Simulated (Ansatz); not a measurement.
Cu$_{2}$O (cuprite type, space group Pn-3m)

```
CELL_PARAMETERS angstrom
      4.24441     0.00000     0.00000
      0.00000     4.24441     0.00000
      0.00000     0.00000     4.24441
ATOMIC_POSITIONS crystal
  Cu 0.75000 0.75000 0.75000
  Cu 0.75000 0.25000 0.25000
  Cu 0.25000 0.75000 0.25000
  Cu 0.25000 0.25000 0.75000
  O  0.00000 0.00000 0.00000
  O  0.50000 0.50000 0.50000
```

The slice is a {100} plane (indices of the conventional cell) through the point (0.500, 0.500, 0.500) (fractional), spanned by u = [100] and v = [010] in vectors of this cell: u (4.24 Å) and v (4.24 Å, at 90° to u). It covers one period; positions are fractions (u, v).

Calculation: r2SCAN (plane waves to 500 eV, PAW, scalar-relativistic; Ansatz, an electronic-structure program). k mesh 8×8×8. Inside the PAW spheres the values are not all-electron values, and peaks at nuclei hang on which shells count as valence. Cu2O is run without spin polarisation. Cu2O was relaxed with its symmetry unable to fall. The PAW data are Ansatz's earlier set.

Q: Predict the map of the valence electron density on the slice.

A: 
```
|@@@@%%##++==::....              ....::==++##%%@@|
|%%%%##**++--::....              ....::--++**##%%|
|####**++==--::......          ......::--==++**##|
|++++++==--::::::....          ....::::::--==++++|
|====----::::::::......      ......::::::::----==|
|::::::::::::::::::....      ....::::::::::::::::|
|........::::::::::....      ....::::::::::......|
|  ..........::::......      ......::::..........|
|      ..............          ..............    |
|          ........              ........        |
|                                                |
|                                                |
|                                                |
|          ........              ........        |
|      ..............          ..............    |
|  ..........::::......      ......::::..........|
|........::::::::::....      ....::::::::::......|
|::::::::::::::::::....      ....::::::::::::::::|
|====----::::::::......      ......::::::::----==|
|++++++==--::::::....          ....::::::--==++++|
|####**++==--::......          ......::--==++**##|
|%%%%##**++--::....              ....::--++**##%%|
|@@@@%%##++==::....              ....::==++##%%@@|
|@@@@%%##++==::..                  ..::==++##%%@@|
```
Scale: ten equal steps from -1.11 (start of ' ') to 0.93 (end of '@'), in the order ' .:-=+*#%@'. Values: log₁₀ of the valence density in e/Å³. The map has 24 points along u (two characters each, u = 0 at the left) and 24 along v (v = 0 in the bottom row). The scale is logarithmic, as a density can span decades between atoms and voids.
